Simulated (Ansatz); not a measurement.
**VHClO: relaxation (Ansatz)**

The input file (Ansatz 0.2.0, plane waves):

```yaml
crystal:
  lattice:
    - [1.7008573, 2.94596809, 0.0]
    - [-1.7008573, 2.94596809, 0.0]
    - [0.0, 0.0, 9.54524597]
  atoms:
    - { symbol: V, position: [0.3333, 0.3334, 0.0] }
    - { symbol: V, position: [0.6666, 0.6667, 0.5] }
    - { symbol: Cl, position: [0.3333, 0.3334, 0.337] }
    - { symbol: Cl, position: [0.6666, 0.6667, 0.837] }
    - { symbol: O, position: [0.0, 0.0, 0.1] }
    - { symbol: O, position: [0.0, 0.0, 0.6] }
    - { symbol: H, position: [0.0, 0.0, 0.0] }
    - { symbol: H, position: [0.0, 0.0, 0.5] }
kpoints:
  mp_grid: { grid: [8, 8, 3], shift: [0, 0, 0] }
magnetization:
  spin_polarized: true
scf:
  occupations: { method: fermi_dirac }
  lower_state_search: "off"
hamiltonian:
  pseudopotentials: { kind: paw }
  xc: r2scan
  hubbard:
    projectors: all-electron-ortho-atomic
    sites: [{ species: V, l: d, u_eff: 4.49 }]
basis:
  ecutwfc: 500
  fft_grid_basis: typed
relax:
  max_steps: 80
  cell: { p_target: 0.0 }
output:
  forces: true
  stress: true
  eigenvalues: true
  bader: true
  populations: true
  elf: true
  write_potential: true
  volumetric_format: npy
  dos:
    e_range: [-12, 8]
    de: 0.05
    projected: { site_lists: { Cl: [Cl], H: [H], O: [O], V: [V] } }
checkpoint:
  read: saved_state
```

Launch command:

```bash
ansatz run input.yaml --threads 2 --pin off --max-ram 4096MiB --backend cpu --events-out ev --progress --plain --runs-dir out
```

Origin of the cell: a known structure type with other elements, at an estimated volume, so it need not be a known compound.

The smearing width isn't typed, so it takes its default of 0.1 eV.

The saved state is a converged single point of the same cell, with its larger moments on V1 up, V2 up.

Steps («new basis» is an SCF on plane waves selected anew at the same cell):

```csv
step,ΔF (meV/atom),max force component (eV/Å),P (GPa),volume (Å³),SCF iterations,step was
1,0.0,1.118,13.80,95.66,7,accepted
2,-134.6,0.838,6.06,106.72,9,accepted
3,-187.3,0.439,-0.41,116.40,9,accepted
4,-195.3,0.250,-0.36,119.69,9,accepted
5,-194.1,1.209,1.07,118.71,8,rejected
6,-197.4,0.114,-0.11,119.01,11,accepted
7,-197.8,0.002,-0.01,118.19,7,accepted
8,-200.3,0.015,0.11,118.19,9,new basis
9,-200.4,0.001,0.01,118.34,5,accepted
10,-200.4,0.001,0.01,118.34,7,new basis
```

Step 1, with forces in eV/Å:

```xyz
8
Lattice="1.701 2.946 0.000 -1.701 2.946 0.000 0.000 0.000 9.545" Properties=species:S:1:pos:R:3:forces:R:3 pbc="T T T" step=1
V     0.000    1.964    0.000    0.002   -0.002    0.725
V     0.000    3.928    4.773    0.002    0.002    0.725
Cl    0.000    1.964    3.217    0.000   -0.001    0.491
Cl    0.000    3.928    7.989    0.000    0.001    0.491
O     0.000    0.000    0.955   -0.001    0.001   -0.097
O     0.000    0.000    5.727   -0.001   -0.001   -0.097
H     0.000    0.000    0.000   -0.001    0.000   -1.118
H     0.000    0.000    4.773   -0.001    0.000   -1.118
```

Step 2, with forces in eV/Å:

```xyz
8
Lattice="1.784 3.090 0.000 -1.784 3.090 0.000 0.000 0.000 9.679" Properties=species:S:1:pos:R:3:forces:R:3 pbc="T T T" step=2
V     0.000    2.060    0.049    0.001   -0.001    0.837
V     0.000    4.120    4.888    0.001    0.001    0.837
Cl    0.000    2.060    3.395    0.000    0.000   -0.072
Cl    0.000    4.120    8.235    0.000    0.000   -0.072
O     0.000    0.000    0.874   -0.001    0.000   -0.209
O     0.000    0.000    5.713   -0.001    0.000   -0.209
H     0.000    0.000   -0.089    0.000    0.000   -0.558
H     0.000    0.000    4.751    0.000    0.000   -0.558
```

Step 3, with forces in eV/Å:

```xyz
8
Lattice="1.867 3.234 0.000 -1.867 3.234 0.000 0.000 0.000 9.638" Properties=species:S:1:pos:R:3:forces:R:3 pbc="T T T" step=3
V     0.000    2.156    0.147    0.000    0.000    0.316
V     0.000    4.312    4.966    0.000    0.000    0.316
Cl    0.000    2.156    3.406    0.000    0.000    0.291
Cl    0.000    4.312    8.225    0.000    0.000    0.291
O     0.000    0.000    0.814    0.000    0.000   -0.440
O     0.000    0.000    5.633    0.000    0.000   -0.440
H     0.000    0.000   -0.156    0.000    0.000   -0.169
H     0.000    0.000    4.663    0.000    0.000   -0.169
```

Step 4, with forces in eV/Å:

```xyz
8
Lattice="1.891 3.276 0.000 -1.891 3.276 0.000 0.000 0.000 9.661" Properties=species:S:1:pos:R:3:forces:R:3 pbc="T T T" step=4
V     0.000    2.184    0.187    0.000    0.000    0.250
V     0.000    4.367    5.017    0.000    0.000    0.250
Cl    0.000    2.184    3.510    0.000    0.000   -0.201
Cl    0.000    4.367    8.340    0.000    0.000   -0.201
O     0.000    0.000    0.749    0.000    0.000   -0.140
O     0.000    0.000    5.579    0.000    0.000   -0.140
H     0.000    0.000   -0.224    0.000    0.000    0.092
H     0.000    0.000    4.607    0.000    0.000    0.092
```

Step 6, with forces in eV/Å:

```xyz
8
Lattice="1.885 3.265 0.000 -1.885 3.265 0.000 0.000 0.000 9.665" Properties=species:S:1:pos:R:3:forces:R:3 pbc="T T T" step=6
V     0.000    2.177    0.213    0.000    0.000    0.074
V     0.000    4.354    5.045    0.000    0.000    0.074
Cl    0.000    2.177    3.489    0.000    0.000   -0.052
Cl    0.000    4.354    8.321    0.000    0.000   -0.052
O     0.000    0.000    0.746    0.000    0.000    0.093
O     0.000    0.000    5.578    0.000    0.000    0.093
H     0.000    0.000   -0.223    0.000    0.000   -0.114
H     0.000    0.000    4.609    0.000    0.000   -0.114
```

Step 8, with forces in eV/Å:

```xyz
8
Lattice="1.882 3.259 0.000 -1.882 3.259 0.000 0.000 0.000 9.637" Properties=species:S:1:pos:R:3:forces:R:3 pbc="T T T" step=8
V     0.000    2.173    0.227    0.000    0.000   -0.001
V     0.000    4.345    5.045    0.000    0.000   -0.001
Cl    0.000    2.173    3.467    0.000    0.000   -0.001
Cl    0.000    4.345    8.285    0.000    0.000   -0.001
O     0.000    0.000    0.745    0.000    0.000   -0.013
O     0.000    0.000    5.563    0.000    0.000   -0.013
H     0.000    0.000   -0.227    0.000    0.000    0.015
H     0.000    0.000    4.591    0.000    0.000    0.015
```

Step 10, with forces in eV/Å:

```xyz
8
Lattice="1.884 3.263 0.000 -1.884 3.263 0.000 0.000 0.000 9.625" Properties=species:S:1:pos:R:3:forces:R:3 pbc="T T T" step=10
V     0.000    2.175    0.228    0.000    0.000   -0.001
V     0.000    4.351    5.040    0.000    0.000   -0.001
Cl    0.000    2.175    3.463    0.000    0.000   -0.001
Cl    0.000    4.351    8.275    0.000    0.000   -0.001
O     0.000    0.000    0.744    0.000    0.000    0.000
O     0.000    0.000    5.556    0.000    0.000    0.000
H     0.000    0.000   -0.228    0.000    0.000    0.001
H     0.000    0.000    4.584    0.000    0.000    0.001
```

```yaml
Free_energy_lowered_by: 200.4 meV/atom
Volume_change: 23.71 %
Final_pressure: 0.01 GPa
Relaxation_steps_listed: 10
Gap_on_the_mesh: 4.34 eV
Site_moments_at_the_end_small_spheres_which_read_low: V1 +2.4, V2 +2.4 μB
Total_moment: 6.00 μB
```

Caveats: no dispersion correction, so spacings can come out too large where layers or molecules are weakly bound; the magnetic state was chosen at the start cell and may not be the lowest after relaxing; the relaxation held the start's symmetry, so the end may be a saddle point.

The run took 11 min on 2 threads of Arm Neoverse V1, with other jobs on the host, peak memory 1.1 GiB, from a saved density.
